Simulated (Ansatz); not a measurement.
Convergence test, Au

The calculation used DFT PBEsol, scalar-relativistic, plane waves, PAW in Ansatz 0.2.0.

```
CELL_PARAMETERS angstrom
1.37659 -2.55784 -0.03645
1.41854 2.58101 0.00135
-0.06085 0.03619 4.96857
ATOMIC_POSITIONS crystal
Au 0.64650 0.32305 0.25328
Au 0.30229 0.65923 0.74019
```

The Γ-centred k-mesh is 12×12×6 and the occupation rule is Gaussian smearing, 0.1 eV. The spin treatment is unpolarised and the valence charge of the PAW sets is Au 19.

The atoms are held and the plane-wave cutoff is swept. Energies are extrapolated to zero smearing and count from the reference run, 600 eV. The cell was strained and its atoms displaced at random, so that forces don't vanish. Spin–orbit coupling is left out. Pressure is positive in compression and holds a correction for the finite cutoff (Pulay stress).

Tried: 200, 250, 300, 350, 420, 600 eV. From which plane-wave cutoff on does the energy per atom stay within 100, 10 and 1 meV of the reference?

350 for 100 meV, 350 for 10 meV, none but the reference for 1 meV. The reference itself isn't shown to be converged. At 350 eV, where the energy is within 10 meV, force components already agree to within 0.001 eV/Å, where the largest force is 0.369 eV/Å.

| cutoff (eV) | ΔE (meV/atom) | P (GPa) | largest change of a force component (eV/Å) | plane waves at Γ |
| --- | --- | --- | --- | --- |
| 200 | 9660 | 7.71 | 0.420 | 237 |
| 250 | 1237 | -5.32 | 0.167 | 331 |
| 300 | 112 | -6.17 | 0.009 | 401 |
| 350 | 6.17 | -5.83 | 0.001 | 539 |
| 420 | 1.09 | -5.84 | 0.000 | 701 |
| 600 | 0.00 | -5.84 | 0.000 | 1195 |

This form isn't the element's structure at ambient conditions.